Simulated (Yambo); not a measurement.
BaPdS₂ (space group Cmcm, No. 63), G0W0@PBEsol in Yambo with this input:

```
rim_cut
gw0
dyson
el_el_corr
HF_and_locXC
ppa
em1d
RandQpts= 1000000
RandGvec= 1 Ry
EXXRLvcs= 82 Ry
VXCRLvcs= 328 Ry
Chimod= "HARTREE"
% BndsRnXp
 9 | 304 |
%
NGsBlkXp= 7 Ry
% LongDrXp
 1.0 | 1.0 | 1.0 |
%
PPAPntXp= 27.2114 eV
% GbndRnge
 1 | 304 |
%
GTermKind= "BG"
DysSolver= "n"
ExtendOut
```

On a 2×2×2 mesh, with wavefunctions cut at 82 Ry, the gap (Γ → Γ) is 0.789 eV and the valence edge shifts by -0.193 eV.

Task: What happens with this change: no terminator?

Result: The gap falls by 0.064 eV, to 0.725 eV; the shift of the valence edge becomes 0.035 eV. Neither run is shown to be the converged limit.

Spin-orbit coupling is not included.

Geometry of the Materials Project entry, not relaxed at this level; primitive cell a = b = 6.3884 Å, c = 5.6590 Å, α = β = 90.00°, γ = 115.33°.

The structure is a Materials Project entry; no match was found in the copy of COD used, and its stability was not checked.

A shift is the quasiparticle energy of the state minus its PBEsol energy.
